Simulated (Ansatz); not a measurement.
Input file for Ansatz (a first-principles code):

Ansatz 0.2 input:
```yaml
crystal:
  lattice:
    - [2.9163871009, 0.0, 0.0]
    - [0.0, 2.9163871009, 0.0]
    - [0.0, 0.0, 2.9163871009]
  atoms:
    - { symbol: Ti, position: [0.5, 0.5, 0.5] }
    - { symbol: Fe, position: [0.0, 0.0, 0.0] }
kpoints:
  mp_grid: { grid: [29, 29, 29] }
hamiltonian:
  xc: pbesol
  pseudopotentials: { kind: paw }
scf:
  occupations: { method: fermi_dirac, width: 0.1 }
elastic: { mode: relaxed_ion, stencil: two_point, amplitude: 0.005, f_tol: 0.0005 }
```

Output (shortened):

```
Pseudopotential: Ti, paw, valence charge 12
Pseudopotential: Fe, paw, valence charge 16
Functional definition: PBEsol
Crystal: 2 atoms, lattice volume = 24.805 Å³
Basis set: ecut = 420 eV, 461 PW (Γ), exchange–correlation on 40×40×40 points (8 copies of the dense FFT grid, shifted against one another)
Bands: 18, of which v1, the nominal top of the filled ones, is band 14 counted from 1 (13 counted from 0)
Symmetry: 48 space group operations
Space group: Pm-3m (ITA 221), of the structure as read, at distance tolerance 2.9e-5 Å
k-points: 680 of 24389
SCF iter   1: F=—  HF=-6923.714057 eV  |F-HF|=—  |Δ(HF+E_count)|=         —  Δρ=2.08e-2  dr2=8.47e-2  ethr=1.77e-3  ⟨swp⟩=3.6  Hψ=45498  notcnv=0
preconditioner: auto → none
SCF iter   2: F=—  HF=-6923.707368 eV  |F-HF|=—  |Δ(HF+E_count)|=   6.69e-3  Δρ=7.57e-3  dr2=1.27e-2  ethr=3.03e-4  ⟨swp⟩=2.0  Hψ=19633  notcnv=0
SCF iter   3: F=—  HF=-6923.706581 eV  |F-HF|=—  |Δ(HF+E_count)|=   7.87e-4  Δρ=1.38e-3  dr2=3.85e-4  ethr=4.53e-5  ⟨swp⟩=1.0  Hψ=12240  notcnv=0
SCF iter   4: F=—  HF=-6923.706561 eV  |F-HF|=—  |Δ(HF+E_count)|=   2.00e-5  Δρ=2.37e-4  dr2=7.86e-6  ethr=1.37e-6  ⟨swp⟩=2.0  Hψ=13660  notcnv=0
SCF iter   5: F=—  HF=-6923.706565 eV  |F-HF|=—  |Δ(HF+E_count)|=   4.15e-6  Δρ=2.33e-5  dr2=9.29e-8  ethr=2.81e-8  ⟨swp⟩=2.0  Hψ=15841  notcnv=0
SCF iter   6: F=—  HF=-6923.706561 eV  |F-HF|=—  |Δ(HF+E_count)|=   4.21e-6  Δρ=3.44e-6  dr2=1.76e-9  ethr=3.32e-10  ⟨swp⟩=2.0  Hψ=16229  notcnv=0
SCF iter   7: F=—  HF=-6923.706561 eV  |F-HF|=—  |Δ(HF+E_count)|=  2.28e-10  Δρ=2.05e-7  dr2=8.98e-12  ethr=6.27e-12  ⟨swp⟩=2.8  Hψ=22766  notcnv=0
SCF iter   8: F=—  HF=-6923.706561 eV  |F-HF|=—  |Δ(HF+E_count)|=  9.09e-13  Δρ=3.44e-8  dr2=2.44e-13  ethr=3.21e-14 (applied; sched 1.00e-12)  ⟨swp⟩=1.6  Hψ=12996  notcnv=0
SCF iter   9: F=-6923.706561 eV  HF=-6923.706561 eV  |F-HF|=0.00e0  |Δ(HF+E_count)|=    0.00e0  Δρ=3.31e-9  dr2=1.96e-15  ethr=1.00e-12  ⟨swp⟩=3.9  Hψ=37037  notcnv=0
SCF 1 converged in 9 iterations: F = -6923.706561 eV  dr2 = 1.96e-15
Crystal: 2 atoms, lattice volume = 24.681 Å³
Symmetry: 16 space group operations
k-points: 1800 of 24389
iter 1 solved again at ethr=3.02e-6 eV; its pass at ethr=3.10e-3 eV (dr2=8.45e-4 eV) is discarded
SCF iter   1: F=—  HF=-6923.705810 eV  |F-HF|=—  |Δ(HF+E_count)|=         —  Δρ=2.02e-3  dr2=8.56e-4  ethr=3.02e-6  ⟨swp⟩=2.3  Hψ=175576  notcnv=0
preconditioner: auto → none
SCF iter   2: F=—  HF=-6923.705761 eV  |F-HF|=—  |Δ(HF+E_count)|=   4.98e-5  Δρ=4.58e-4  dr2=5.30e-5  ethr=3.02e-6  ⟨swp⟩=1.4  Hψ=34969  notcnv=0
SCF iter   3: F=—  HF=-6923.705752 eV  |F-HF|=—  |Δ(HF+E_count)|=   8.96e-6  Δρ=2.54e-4  dr2=1.33e-5  ethr=1.89e-7  ⟨swp⟩=2.1  Hψ=42750  notcnv=0
SCF iter   4: F=—  HF=-6923.705751 eV  |F-HF|=—  |Δ(HF+E_count)|=   5.80e-7  Δρ=3.91e-5  dr2=1.43e-7  ethr=4.75e-8  ⟨swp⟩=2.1  Hψ=36760  notcnv=0
SCF iter   5: F=—  HF=-6923.705750 eV  |F-HF|=—  |Δ(HF+E_count)|=   8.27e-7  Δρ=6.44e-6  dr2=4.64e-9  ethr=5.12e-10  ⟨swp⟩=2.3  Hψ=50129  notcnv=0
SCF iter   6: F=—  HF=-6923.705750 eV  |F-HF|=—  |Δ(HF+E_count)|=  1.84e-10  Δρ=3.91e-7  dr2=1.11e-11  ethr=1.66e-11  ⟨swp⟩=2.5  Hψ=59652  notcnv=0
SCF iter   7: F=—  HF=-6923.705750 eV  |F-HF|=—  |Δ(HF+E_count)|=  6.37e-12  Δρ=1.13e-7  dr2=1.20e-12  ethr=3.97e-14 (applied; sched 1.00e-12)  ⟨swp⟩=2.3  Hψ=50245  notcnv=0
SCF iter   8: F=-6923.705750 eV  HF=-6923.705750 eV  |F-HF|=0.00e0  |Δ(HF+E_count)|=  1.82e-12  Δρ=8.87e-9  dr2=1.14e-14  ethr=1.00e-12  ⟨swp⟩=2.7  Hψ=121929  notcnv=0
SCF 2 converged in 8 iterations: F = -6923.705750 eV  dr2 = 1.14e-14
Crystal: 2 atoms, lattice volume = 24.929 Å³
iter 1 solved again at ethr=1.72e-9 eV; its pass at ethr=3.10e-3 eV (dr2=4.81e-7 eV) is discarded
SCF iter   1: F=—  HF=-6923.705794 eV  |F-HF|=—  |Δ(HF+E_count)|=         —  Δρ=4.43e-5  dr2=4.84e-7  ethr=1.72e-9  ⟨swp⟩=2.1  Hψ=171804  notcnv=0
preconditioner: auto → none
SCF iter   2: F=—  HF=-6923.705795 eV  |F-HF|=—  |Δ(HF+E_count)|=   6.30e-7  Δρ=1.89e-5  dr2=8.44e-8  ethr=1.72e-9  ⟨swp⟩=1.0  Hψ=32404  notcnv=0
SCF iter   3: F=—  HF=-6923.705795 eV  |F-HF|=—  |Δ(HF+E_count)|=   4.64e-9  Δρ=2.92e-6  dr2=1.44e-9  ethr=3.01e-10  ⟨swp⟩=1.3  Hψ=32885  notcnv=0
SCF iter   4: F=—  HF=-6923.705795 eV  |F-HF|=—  |Δ(HF+E_count)|=  3.23e-10  Δρ=9.74e-7  dr2=1.57e-10  ethr=5.16e-12  ⟨swp⟩=2.9  Hψ=63937  notcnv=0
SCF iter   5: F=—  HF=-6923.705795 eV  |F-HF|=—  |Δ(HF+E_count)|=  1.91e-11  Δρ=1.75e-7  dr2=3.58e-12  ethr=5.62e-13 (applied; sched 1.00e-12)  ⟨swp⟩=2.0  Hψ=41836  notcnv=0
SCF iter   6: F=-6923.705795 eV  HF=-6923.705795 eV  |F-HF|=0.00e0  |Δ(HF+E_count)|=    0.00e0  Δρ=2.50e-8  dr2=5.75e-14  ethr=1.00e-12  ⟨swp⟩=3.0  Hψ=123095  notcnv=0
SCF 3 converged in 6 iterations: F = -6923.705795 eV  dr2 = 5.75e-14
Crystal: 2 atoms, lattice volume = 24.805 Å³
Symmetry: 8 space group operations
k-points: 3375 of 24389
iter 1 solved again at ethr=6.30e-8 eV; its pass at ethr=3.10e-3 eV (dr2=1.76e-5 eV) is discarded
SCF iter   1: F=—  HF=-6923.706420 eV  |F-HF|=—  |Δ(HF+E_count)|=         —  Δρ=5.32e-4  dr2=2.87e-5  ethr=6.30e-8  ⟨swp⟩=2.2  Hψ=335897  notcnv=0
preconditioner: auto → none
SCF iter   2: F=—  HF=-6923.706418 eV  |F-HF|=—  |Δ(HF+E_count)|=   1.97e-6  Δρ=2.35e-4  dr2=4.88e-6  ethr=6.30e-8  ⟨swp⟩=2.3  Hψ=86594  notcnv=0
SCF iter   3: F=—  HF=-6923.706413 eV  |F-HF|=—  |Δ(HF+E_count)|=   4.37e-6  Δρ=2.12e-5  dr2=1.87e-8  ethr=1.74e-8  ⟨swp⟩=2.4  Hψ=75312  notcnv=0
SCF iter   4: F=—  HF=-6923.706413 eV  |F-HF|=—  |Δ(HF+E_count)|=   2.98e-7  Δρ=4.88e-6  dr2=1.93e-9  ethr=6.68e-11  ⟨swp⟩=2.7  Hψ=104633  notcnv=0
SCF iter   5: F=—  HF=-6923.706413 eV  |F-HF|=—  |Δ(HF+E_count)|=  3.55e-10  Δρ=1.43e-6  dr2=2.29e-10  ethr=6.88e-12  ⟨swp⟩=2.7  Hψ=119095  notcnv=0
SCF iter   6: F=—  HF=-6923.706413 eV  |F-HF|=—  |Δ(HF+E_count)|=  1.82e-12  Δρ=2.72e-7  dr2=9.59e-12  ethr=8.16e-13 (applied; sched 1.00e-12)  ⟨swp⟩=3.0  Hψ=123336  notcnv=0
SCF iter   7: F=—  HF=-6923.706413 eV  |F-HF|=—  |Δ(HF+E_count)|=  3.64e-12  Δρ=5.61e-8  dr2=2.22e-13  ethr=3.43e-14 (applied; sched 1.00e-12)  ⟨swp⟩=2.0  Hψ=79222  notcnv=0
SCF iter   8: F=-6923.706413 eV  HF=-6923.706413 eV  |F-HF|=1.82e-12  |Δ(HF+E_count)|=    0.00e0  Δρ=3.22e-9  dr2=1.07e-15  ethr=1.00e-12  ⟨swp⟩=4.0  Hψ=202902  notcnv=0
SCF 4 converged in 8 iterations: F = -6923.706413 eV  dr2 = 1.07e-15
Crystal: 2 atoms, lattice volume = 24.805 Å³
iter 1 solved again at ethr=1.20e-10 eV; its pass at ethr=3.10e-3 eV (dr2=3.37e-8 eV) is discarded
SCF iter   1: F=—  HF=-6923.706414 eV  |F-HF|=—  |Δ(HF+E_count)|=         —  Δρ=1.84e-5  dr2=3.19e-8  ethr=1.20e-10  ⟨swp⟩=2.4  Hψ=330961  notcnv=0
preconditioner: auto → none
SCF iter   2: F=—  HF=-6923.706413 eV  |F-HF|=—  |Δ(HF+E_count)|=   8.63e-7  Δρ=7.06e-6  dr2=3.50e-9  ethr=1.14e-10  ⟨swp⟩=2.1  Hψ=106019  notcnv=0
SCF iter   3: F=—  HF=-6923.706413 eV  |F-HF|=—  |Δ(HF+E_count)|=  2.02e-10  Δρ=2.46e-6  dr2=7.65e-10  ethr=1.25e-11  ⟨swp⟩=2.6  Hψ=80758  notcnv=0
SCF iter   4: F=—  HF=-6923.706413 eV  |F-HF|=—  |Δ(HF+E_count)|=  7.09e-11  Δρ=1.50e-7  dr2=1.81e-12  ethr=2.73e-12  ⟨swp⟩=2.0  Hψ=77092  notcnv=0
SCF iter   5: F=—  HF=-6923.706413 eV  |F-HF|=—  |Δ(HF+E_count)|=    0.00e0  Δρ=6.30e-8  dr2=2.95e-13  ethr=1.00e-12  ⟨swp⟩=4.2  Hψ=220045  notcnv=0
SCF iter   6: F=-6923.706413 eV  HF=-6923.706413 eV  |F-HF|=0.00e0  |Δ(HF+E_count)|=  1.82e-12  Δρ=2.12e-8  dr2=4.45e-14  ethr=1.00e-12  ⟨swp⟩=4.0  Hψ=197339  notcnv=0
SCF 5 converged in 6 iterations: F = -6923.706413 eV  dr2 = 4.45e-14
SCF converged after 9 iterations
Free energy (F): -6923.706561 eV
Harris-Foulkes:  -6923.706561 eV  (|F-HF|=0.00e0)
Internal energy: -6923.684321 eV  (E = F + TS)
E sigma→0 (E₀):  -6923.695441 eV
Entropy (-TS):   -0.022240 eV (-11.120 meV/atom)
Fermi energy:    18.069758 eV
--- Per-component energies (eV) ---
  E_band       = -321.466838
  E_kinetic    = 632.400936
  E_local      = -2855.991329  (includes V_loc(G=0)·N_el)
  E_nonlocal   = 223.458873
  E_hartree    = 1211.109969
  E_xc         = -216.975715
  E_vxc        = -277.142555  (∫ρ·V_xc dr)
  E_paw        = -2355.943933  (= ΣΔE_a)
  E_vpaw       = -466.413640  (= ΣTr[D̂ρ^β])
  E_aug_tail   = 0.000937  (compensation charges beyond the density's cutoff)
  E_ewald      = -3562.062644
  E_core_change = 0.318586  (= ΣΔE_core)
  E_smearing   = -0.022240  (= −TS)
  E_closure    = 0.000000  (closes the sum)
  Σ components = -6923.706561   (vs F -6923.706561, Δ=0.00e0)
  [band-id]    e_kinetic+e_local+e_nonlocal+2·e_hartree+e_vxc+e_vpaw+e_augmentation_tail = -321.466841   (vs E_band -321.466838, Δ=-2.29e-6)
--- Forces (eV/Å), atoms counted from 1 ---
  atom   1  Ti     0.00000000     0.00000000     0.00000000
  atom   2  Fe     0.00000000     0.00000000     0.00000000
  max |Σ_I F_I| component: 0.0 eV/Å
--- Stress (GPa, compression-positive) ---
        0.017985       0.000000       0.000000
        0.000000       0.017985       0.000000
        0.000000       0.000000       0.017985
  P = ⅓ Tr σ = 0.0180 GPa (0.180 kbar)
--- Band table (eV; the first three rows and the last of 680) ---
  k-point 0: bands = ["-68.4880", "-38.4023", "-34.6788", "-34.6788", "-34.6788", "-14.5928", "-14.5928", "-14.5928", "10.4927", "14.1437", "14.1437", "17.0804", "17.0804", "17.0804", "19.4568", "19.4568", "21.5063", "21.5063"]
  k-point 1: bands = ["-68.4880", "-38.4020", "-34.6792", "-34.6788", "-34.6788", "-14.5976", "-14.5925", "-14.5925", "10.5183", "14.1560", "14.1578", "17.0784", "17.0784", "17.0862", "19.4407", "19.4631", "21.4656", "21.4656"]
  k-point 2: bands = ["-68.4879", "-38.4010", "-34.6804", "-34.6786", "-34.6786", "-14.6118", "-14.5917", "-14.5917", "10.5950", "14.1928", "14.1991", "17.0727", "17.0727", "17.1033", "19.3927", "19.4814", "21.3490", "21.3490"]
  k-point 679: bands = ["-68.4763", "-38.2770", "-34.7198", "-34.7198", "-34.7198", "-14.8913", "-14.8913", "-14.8912", "15.8758", "15.9134", "15.9134", "16.1129", "16.1129", "16.1330", "18.2187", "18.2187", "21.8104", "21.8104"]
--- Elastic constants: 2 strain directions × 2 members + reference (group order 48) ---
  dense FFT box of the reference and of every strained cell: 20×20×20
  strains applied: 11, 23; error gains: componentwise 1.00 (the most a stress slope's error grows in a printed constant), spectral 1.73 (1 for all six strains …
  C = ∂σ_k/∂η_j (tension-positive GPa; Voigt order 11 22 33 23 13 12):
       407.683    111.146    111.146      0.000      0.000      0.000
       111.146    407.683    111.146      0.000      0.000      0.000
       111.146    111.146    407.683      0.000      0.000      0.000
         0.000      0.000      0.000     76.937      0.000      0.000
         0.000      0.000      0.000      0.000     76.937      0.000
         0.000      0.000      0.000      0.000      0.000     76.937
  reference stress σ⁰ (GPa):     -0.018     -0.018     -0.018      0.000      0.000      0.000
  C* (energy form; C + prestress term) asymmetry max|C*_kj − C*_jk| = 1.853e-16 GPa — a small one proves nothing (zero by symmetry where the batch's group is …
  moduli (Voigt/Reuss/Hill, GPa): K = 209.99/209.99/209.99   G = 105.47/95.27/100.37   E = 259.73   ν = 0.294
  mechanically stable: yes (min eigenvalue of sym C = 76.94 GPa)
  where every solve meets its electron count the energy-path curvature estimates C_jj along a normal strain and C_jj − ¼(σ⁰_aa + σ⁰_bb) along a shear (ab), of …
  strain η (Voigt 11):  stress-route row diagonal C_11 = 407.68 GPa, energy-path curvature d²(F+E_count+ΔE)/dδ²/Ω₀ = 407.67 GPa
         δ    σ_11 (GPa)             F (eV)   n_scf  n_hpsi   n_pw
    -5.000e-3      -2.0910       -6923.7057502       8  601218    496   relax 0 steps, max|allowed force component| 0.0 eV/Å
     5.000e-3       1.9858       -6923.7057948       6  495275    500   relax 0 steps, max|allowed force component| 0.0 eV/Å
  strain η (Voigt 23):  stress-route row diagonal C_44 = 76.94 GPa, energy-path curvature d²(F+E_count+ΔE)/dδ²/Ω₀ = 76.94 GPa
         δ    σ_23 (GPa)             F (eV)   n_scf  n_hpsi   n_pw
    -5.000e-3      -0.3847       -6923.7064130       8  1181775    500   relax 0 steps, max|allowed force component| 0.0 eV/Å
     5.000e-3       0.3847       -6923.7064130       6  1067032    500   relax 0 steps, max|allowed force component| 0.0 eV/Å
```

Cost: roughly 5 core-minutes on shared cores.

The workflow started from an entry of the Crystallography Open Database (COD). Its standing as an ambient phase is unchecked. Symmetry was held in the PBEsol relaxation; of distortions, only those at the zone centre were tested. No spin polarisation was allowed. As this level gives no gap, shear constants depend on the k-mesh and smearing (Fermi–Dirac, 0.1 eV here).

Potentials: the later of the program's two PAW sets.

Ansatz is a plane-wave DFT program.
